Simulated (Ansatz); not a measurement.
Structure: Bi₂S₃ (Pnma) from a database of computed structures, at its r2SCAN+rVV10 minimum. Bi has 6 S at 2.68–3.04 Å; Bi has 5 S at 2.61–2.96 Å; S has 5 Bi at 2.61–3.04 Å; S has 3 Bi at 2.68–2.99 Å; S has 3 Bi at 2.71–2.74 Å.

Space group Pnma (No. 62). a = 11.355 Å, b = 3.986 Å, c = 11.078 Å, α = 90.00°, β = 90.00°, γ = 90.00°

| atom | site | symmetry | x | y | z |
| --- | --- | --- | --- | --- | --- |
| Bi | 4c | .m. | 0.0133 | 0.2500 | 0.3256 |
| Bi | 4c | .m. | 0.1609 | 0.7500 | 0.0327 |
| S | 4c | .m. | 0.4509 | 0.7500 | 0.3714 |
| S | 4c | .m. | 0.1216 | 0.7500 | 0.4427 |
| S | 4c | .m. | 0.7141 | 0.2500 | 0.3067 |

3 runs of the PAW code Ansatz on this cell differ in the functional (and in the settings that go with it). Levels are in eV from each run's valence top; v1 is the last filled band, c1 the first empty one.

Run A, mean stress -0.1 GPa (compression positive):

| point | v4 | v3 | v2 | v1 | c1 | c2 |
| --- | --- | --- | --- | --- | --- | --- |
| Γ | -0.26 | -0.25 | -0.19 | -0.10 | 2.60 | 3.05 |
| X | -0.31 | -0.31 | -0.04 | -0.04 | 3.06 | 3.06 |
| S | -0.42 | -0.42 | -0.42 | -0.42 | 3.80 | 3.80 |
| Y | -0.62 | -0.62 | -0.24 | -0.24 | 3.60 | 3.60 |
| Z | -0.35 | -0.35 | -0.16 | -0.16 | 2.81 | 2.81 |
| U | -0.29 | -0.29 | -0.26 | -0.26 | 2.92 | 2.92 |

Run B, mean stress -0.1 GPa (compression positive):

| point | v4 | v3 | v2 | v1 | c1 | c2 |
| --- | --- | --- | --- | --- | --- | --- |
| Γ | -0.25 | -0.22 | -0.19 | -0.10 | 1.98 | 2.41 |
| X | -0.30 | -0.30 | -0.03 | -0.03 | 2.43 | 2.43 |
| S | -0.40 | -0.40 | -0.40 | -0.40 | 3.15 | 3.15 |
| Y | -0.59 | -0.59 | -0.23 | -0.23 | 2.96 | 2.96 |
| Z | -0.35 | -0.35 | -0.14 | -0.14 | 2.18 | 2.18 |
| U | -0.27 | -0.27 | -0.25 | -0.25 | 2.29 | 2.29 |

Run C, mean stress +1.0 GPa (compression positive):

| point | v4 | v3 | v2 | v1 | c1 | c2 |
| --- | --- | --- | --- | --- | --- | --- |
| Γ | -0.24 | -0.20 | -0.19 | -0.12 | 1.64 | 2.06 |
| X | -0.32 | -0.32 | -0.03 | -0.03 | 2.09 | 2.09 |
| S | -0.38 | -0.38 | -0.38 | -0.38 | 2.75 | 2.75 |
| Y | -0.55 | -0.55 | -0.24 | -0.24 | 2.53 | 2.53 |
| Z | -0.34 | -0.34 | -0.14 | -0.14 | 1.83 | 1.83 |
| U | -0.25 | -0.25 | -0.23 | -0.23 | 1.93 | 1.93 |

Q: Match the runs to r2SCAN, HSE06, PBE0.

A: A is PBE0, B is HSE06, C is r2SCAN. In order of the gap: r2SCAN 1.64, HSE06 1.98, PBE0 2.59 eV.

Calculated for a static, non-magnetic cell.

Spin-orbit coupling is left out; in compounds of Pb, Bi, Tl or Hg it can lower a gap by up to about 1 eV, split its edges or invert the bands.

The stress of a hybrid is loosely converged in these runs.

The meshes of the hybrids are coarse, so their gaps aren't converged to the digits shown.
